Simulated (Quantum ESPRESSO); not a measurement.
Ti4O6NF, one run as intended and one with a planted mistake

A calculation, not a measurement. The program is pw.x of Quantum ESPRESSO 7.5 (plane-wave density functional theory). The cell is made up: 12 atoms on a rutile lattice, with randomly drawn elements, strain and displacements, not relaxed. PseudoDojo standard norm-conserving files (v0.5 for PBE, v0.4.1 for LDA and PBEsol) set the functional; there is no spin polarisation, spin-orbit coupling or dispersion term, and the masses in the input are unused placeholders.

Intended input:

```
&control calculation='scf', pseudo_dir='./dojo.nc.sr.pbe.v0_5.standard.upf', outdir='./o', disk_io='low', tprnfor=.true., tstress=.true. /
&system ibrav=0, nat=12, ntyp=4, nbnd=54, ecutwfc=84.00895049, nosym=.true., tot_charge=0,
 occupations='smearing', smearing='fd', degauss=0.0018374661
/
&electrons conv_thr=7.350e-09, electron_maxstep=60, /
ATOMIC_SPECIES
F 1.0 F.upf
N 1.0 N.upf
O 1.0 O.upf
Ti 1.0 Ti.upf
CELL_PARAMETERS angstrom
4.6966 0.0347 0.0276
0.0347 4.5952 -0.0152
0.0352 -0.0194 5.8163
ATOMIC_POSITIONS angstrom
Ti -0.0016 0.001 0.0238
Ti 2.3666 2.3053 1.5142
Ti 0.0371 -0.0183 2.9396
Ti 2.4143 2.2707 4.3768
O 1.4341 1.3726 0.1621
O 3.2753 3.2045 -0.048
O 3.7858 1.0057 1.4743
N 0.9629 3.7059 1.4458
O 1.4349 1.2991 2.8902
F 3.3611 3.2121 2.9314
O 3.7379 0.8668 4.4815
O 1.0121 3.6714 4.3069
K_POINTS automatic
5 5 4 1 1 1
```

The log is shortened where brackets say so; the opening notice, blank lines, dates and the lines on written files are dropped, and the path of the files is cut. It prints rydbergs, bohrs and kilobars, and counts compression as positive stress. Where no state is partly filled, the Fermi energy that it prints is only some level between the filled and the empty states on the mesh, and need not lie in the true gap.

Log of the intended run:

```
     Program PWSCF v.7.5
     Parallel version (MPI & OpenMP), running on       4 processor cores
     Number of MPI processes:                 4
     Threads/MPI process:                     1
     [start-up lines left out]
     bravais-lattice index     =            0
     lattice parameter (alat)  =       8.8757  a.u.
     unit-cell volume          =     847.0066 (a.u.)^3
     number of atoms/cell      =           12
     number of atomic types    =            4
     number of electrons       =        96.00
     number of Kohn-Sham states=           54
     kinetic-energy cutoff     =      84.0090  Ry
     charge density cutoff     =     336.0358  Ry
     scf convergence threshold =      7.3E-09
     mixing beta               =       0.7000
     number of iterations used =            8  plain     mixing
     Exchange-correlation= PBE
                           (   1   4   3   4   0   0   0)
     [axes and pseudopotential details left out]
   Cartesian axes
     site n.     atom                  positions (alat units)
         1        Ti     tau(   1) = (  -0.0003407   0.0002129   0.0050673  )
         2        Ti     tau(   2) = (   0.5038740   0.4908226   0.3223891  )
         3        Ti     tau(   3) = (   0.0078990  -0.0038963   0.6258717  )
         4        Ti     tau(   4) = (   0.5140298   0.4834559   0.9318667  )
         5        O      tau(   5) = (   0.3053349   0.2922409   0.0345128  )
         6        O      tau(   6) = (   0.6973458   0.6822717  -0.0102197  )
         7        O      tau(   7) = (   0.8060366   0.2141241   0.3138939  )
         8        N      tau(   8) = (   0.2050115   0.7890250   0.3078260  )
         9        O      tau(   9) = (   0.3055053   0.2765920   0.6153539  )
        10        F      tau(  10) = (   0.7156135   0.6838898   0.6241258  )
        11        O      tau(  11) = (   0.7958381   0.1845508   0.9541584  )
        12        O      tau(  12) = (   0.2154867   0.7816796   0.9169842  )
     number of k points=    50  Fermi-Dirac smearing, width (Ry)=  0.0018
                       cart. coord. in units 2pi/alat
        k(    1) = (   0.0986607   0.1017992   0.1006831), wk =   0.0400000
        k(    2) = (   0.0974692   0.1024760   0.3025739), wk =   0.0400000
     [further k points left out]
     Dense  grid:    88057 G-vectors     FFT dimensions: (  54,  54,  72)
     Estimated max dynamical RAM per process >     257.73 MB
     Estimated total dynamical RAM >     966.42 MB
     Initial potential from superposition of free atoms
     starting charge      95.9936, renormalised to      96.0000
     Starting wfcs are   72 randomized atomic wfcs
     total cpu time spent up to now is        9.5 secs
     per-process dynamical memory:   207.3 Mb
     Self-consistent Calculation
     iteration #  1     ecut=    84.01 Ry     beta= 0.70
     Davidson diagonalization with overlap
     ethr =  1.00E-02,  avg # of iterations =  2.0
     total cpu time spent up to now is       23.5 secs
     total energy              =    -741.32142785 Ry
     estimated scf accuracy    <       5.86938963 Ry
     iteration #  2     ecut=    84.01 Ry     beta= 0.70
     Davidson diagonalization with overlap
     ethr =  6.11E-03,  avg # of iterations =  7.0
     total cpu time spent up to now is       52.8 secs
     total energy              =    -734.47318617 Ry
     estimated scf accuracy    <      75.52222444 Ry
     [iterations 3 to 20 left out]
     iteration # 21     ecut=    84.01 Ry     beta= 0.70
     Davidson diagonalization with overlap
     ethr =  4.35E-11,  avg # of iterations =  1.8
     total cpu time spent up to now is      397.0 secs
     total energy              =    -744.58964825 Ry
     estimated scf accuracy    <       0.00000001 Ry
     iteration # 22     ecut=    84.01 Ry     beta= 0.70
     Davidson diagonalization with overlap
     ethr =  1.22E-11,  avg # of iterations =  5.0
     total cpu time spent up to now is      417.1 secs
     End of self-consistent calculation
     [lines on levels left out]
     the Fermi energy is    10.2945 ev
!    total energy              =    -744.58964825 Ry
     estimated scf accuracy    <          1.0E-09 Ry
     smearing contrib. (-TS)   =      -0.00000000 Ry
     internal energy E=F+TS    =    -744.58964825 Ry
     The total energy is F=E-TS. E is the sum of the following terms:
     one-electron contribution =    -254.69169985 Ry
     hartree contribution      =     175.03566834 Ry
     xc contribution           =    -137.22156440 Ry
     ewald contribution        =    -527.71205234 Ry
     convergence has been achieved in  22 iterations
     Forces acting on atoms (cartesian axes, Ry/au):
     atom    1 type  4   force =     0.03004564   -0.02259963    0.07680297
     atom    2 type  4   force =    -0.09109577   -0.02076452   -0.12897595
     atom    3 type  4   force =     0.09097173    0.04210881   -0.08267958
     atom    4 type  4   force =    -0.05434257   -0.05262818    0.14812123
     atom    5 type  3   force =     0.02566611    0.02787973   -0.06806272
     atom    6 type  3   force =    -0.00991008   -0.00964096   -0.01088604
     atom    7 type  3   force =     0.01231549   -0.02953093    0.02754464
     atom    8 type  2   force =    -0.01731074   -0.00825981    0.03018554
     atom    9 type  3   force =     0.04063138    0.05547810    0.03409286
     atom   10 type  1   force =    -0.00426729   -0.00014838    0.02160555
     atom   11 type  3   force =    -0.01945560    0.03283769   -0.05783862
     atom   12 type  3   force =    -0.00324831   -0.01473193    0.01009013
     Total force =     0.313323     Total SCF correction =     0.000103
     Computing stress (Cartesian axis) and pressure
          total   stress  (Ry/bohr**3)                   (kbar)     P=       78.26
   0.00028022   0.00016910   0.00004648           41.22       24.88        6.84
   0.00016910   0.00049182  -0.00001036           24.88       72.35       -1.52
   0.00004648  -0.00001036   0.00082391            6.84       -1.52      121.20
     init_run     :      9.07s CPU      9.39s WALL (       1 calls)
     electrons    :    405.61s CPU    407.67s WALL (       1 calls)
     forces       :      2.22s CPU      2.26s WALL (       1 calls)
     stress       :      7.47s CPU      7.47s WALL (       1 calls)
     [timing details left out]
     PWSCF        :   7m 4.59s CPU   7m 7.12s WALL
     JOB DONE.
```

A second run has one planted mistake: the smearing is too wide. The input lines that differ, file-writing options aside:

```
- &system ibrav=0, nat=12, ntyp=4, nbnd=54, ecutwfc=84.00895049, nosym=.true., tot_charge=0,
+ &system ibrav=0, nat=12, ntyp=4, nbnd=72, ecutwfc=84.00895049, nosym=.true., tot_charge=0,
-  occupations='smearing', smearing='fd', degauss=0.0018374661
+  occupations='smearing', smearing='fd', degauss=0.0587989155
```

Its log:

```
     Program PWSCF v.7.5
     Parallel version (MPI & OpenMP), running on       4 processor cores
     Number of MPI processes:                 4
     Threads/MPI process:                     1
     [start-up lines left out]
     bravais-lattice index     =            0
     lattice parameter (alat)  =       8.8757  a.u.
     unit-cell volume          =     847.0066 (a.u.)^3
     number of atoms/cell      =           12
     number of atomic types    =            4
     number of electrons       =        96.00
     number of Kohn-Sham states=           72
     kinetic-energy cutoff     =      84.0090  Ry
     charge density cutoff     =     336.0358  Ry
     scf convergence threshold =      7.3E-09
     mixing beta               =       0.7000
     number of iterations used =            8  plain     mixing
     Exchange-correlation= PBE
                           (   1   4   3   4   0   0   0)
     [axes and pseudopotential details left out]
   Cartesian axes
     site n.     atom                  positions (alat units)
         1        Ti     tau(   1) = (  -0.0003407   0.0002129   0.0050673  )
         2        Ti     tau(   2) = (   0.5038740   0.4908226   0.3223891  )
         3        Ti     tau(   3) = (   0.0078990  -0.0038963   0.6258717  )
         4        Ti     tau(   4) = (   0.5140298   0.4834559   0.9318667  )
         5        O      tau(   5) = (   0.3053349   0.2922409   0.0345128  )
         6        O      tau(   6) = (   0.6973458   0.6822717  -0.0102197  )
         7        O      tau(   7) = (   0.8060366   0.2141241   0.3138939  )
         8        N      tau(   8) = (   0.2050115   0.7890250   0.3078260  )
         9        O      tau(   9) = (   0.3055053   0.2765920   0.6153539  )
        10        F      tau(  10) = (   0.7156135   0.6838898   0.6241258  )
        11        O      tau(  11) = (   0.7958381   0.1845508   0.9541584  )
        12        O      tau(  12) = (   0.2154867   0.7816796   0.9169842  )
     number of k points=    50  Fermi-Dirac smearing, width (Ry)=  0.0588
                       cart. coord. in units 2pi/alat
        k(    1) = (   0.0986607   0.1017992   0.1006831), wk =   0.0400000
        k(    2) = (   0.0974692   0.1024760   0.3025739), wk =   0.0400000
     [further k points left out]
     Dense  grid:    88057 G-vectors     FFT dimensions: (  54,  54,  72)
     Estimated max dynamical RAM per process >     312.64 MB
     Estimated total dynamical RAM >       1.16 GB
     Initial potential from superposition of free atoms
     starting charge      95.9936, renormalised to      96.0000
     Starting wfcs are   72 randomized atomic wfcs
     total cpu time spent up to now is        9.5 secs
     per-process dynamical memory:   250.8 Mb
     Self-consistent Calculation
     iteration #  1     ecut=    84.01 Ry     beta= 0.70
     Davidson diagonalization with overlap
     ethr =  1.00E-02,  avg # of iterations =  7.0
     total cpu time spent up to now is       33.0 secs
     total energy              =    -741.60042156 Ry
     estimated scf accuracy    <       5.56262999 Ry
     iteration #  2     ecut=    84.01 Ry     beta= 0.70
     Davidson diagonalization with overlap
     ethr =  5.79E-03,  avg # of iterations =  2.1
     total cpu time spent up to now is       57.2 secs
     total energy              =    -734.12360018 Ry
     estimated scf accuracy    <      80.41908746 Ry
     [iterations 3 to 19 left out]
     iteration # 20     ecut=    84.01 Ry     beta= 0.70
     Davidson diagonalization with overlap
     ethr =  1.60E-11,  avg # of iterations =  2.0
     total cpu time spent up to now is      398.5 secs
     total energy              =    -744.79558209 Ry
     estimated scf accuracy    <          8.0E-09 Ry
     iteration # 21     ecut=    84.01 Ry     beta= 0.70
     Davidson diagonalization with overlap
     ethr =  8.30E-12,  avg # of iterations =  1.2
     total cpu time spent up to now is      416.2 secs
     End of self-consistent calculation
     [lines on levels left out]
     the Fermi energy is    10.2190 ev
!    total energy              =    -744.79558209 Ry
     estimated scf accuracy    <          1.7E-09 Ry
     smearing contrib. (-TS)   =      -0.58276815 Ry
     internal energy E=F+TS    =    -744.21281394 Ry
     The total energy is F=E-TS. E is the sum of the following terms:
     one-electron contribution =    -255.35351385 Ry
     hartree contribution      =     176.20203617 Ry
     xc contribution           =    -137.34928391 Ry
     ewald contribution        =    -527.71205234 Ry
     convergence has been achieved in  21 iterations
     Forces acting on atoms (cartesian axes, Ry/au):
     atom    1 type  4   force =     0.00876115   -0.00852276    0.02241212
     atom    2 type  4   force =    -0.05031651   -0.02597407   -0.09716617
     atom    3 type  4   force =     0.04860461    0.05842438   -0.02907309
     atom    4 type  4   force =    -0.05892526   -0.04431138    0.09724694
     atom    5 type  3   force =     0.00343046    0.00950859   -0.05670369
     atom    6 type  3   force =     0.01313777    0.01227848    0.01748251
     atom    7 type  3   force =     0.01168187   -0.02590935    0.02498444
     atom    8 type  2   force =     0.00619264   -0.02463946    0.01809527
     atom    9 type  3   force =     0.01949129    0.03305143    0.02512548
     atom   10 type  1   force =     0.00719219    0.01001896    0.01360075
     atom   11 type  3   force =    -0.00829203    0.01980620   -0.04964383
     atom   12 type  3   force =    -0.00095819   -0.01373102    0.01363926
     Total force =     0.216578     Total SCF correction =     0.000139
     Computing stress (Cartesian axis) and pressure
          total   stress  (Ry/bohr**3)                   (kbar)     P=      155.42
   0.00080026   0.00001043   0.00010754          117.72        1.53       15.82
   0.00001043   0.00092807   0.00000652            1.53      136.52        0.96
   0.00010754   0.00000652   0.00144118           15.82        0.96      212.01
     init_run     :      9.00s CPU      9.35s WALL (       1 calls)
     electrons    :    397.43s CPU    406.75s WALL (       1 calls)
     forces       :      2.67s CPU      2.71s WALL (       1 calls)
     stress       :      8.97s CPU      8.98s WALL (       1 calls)
     [timing details left out]
     PWSCF        :   6m58.31s CPU   7m 8.21s WALL
     JOB DONE.
```

|  | intended run | run with the mistake |
| --- | --- | --- |
| free energy (eV) | -10130.658 | -10133.460 |
| smearing term -TS (eV) | 0.0000 | -7.9290 |
| pressure (GPa) | 7.83 | 15.54 |
| largest force component (eV/Å) | 3.808 | 2.500 |
| largest change of a force component (eV/Å) |  | 1.398 |
| iterations | 22 | 21 |

For scale, a rerun of the intended cell at a cutoff of 1437 eV and k mesh 7 x 7 x 6 moved values by no more than 0.004 eV in energy, 0.05 GPa in stress and 0.002 eV/Å in force. The number of bands, nbnd, was set by rule from the electron count and the smearing, so it follows the mistake.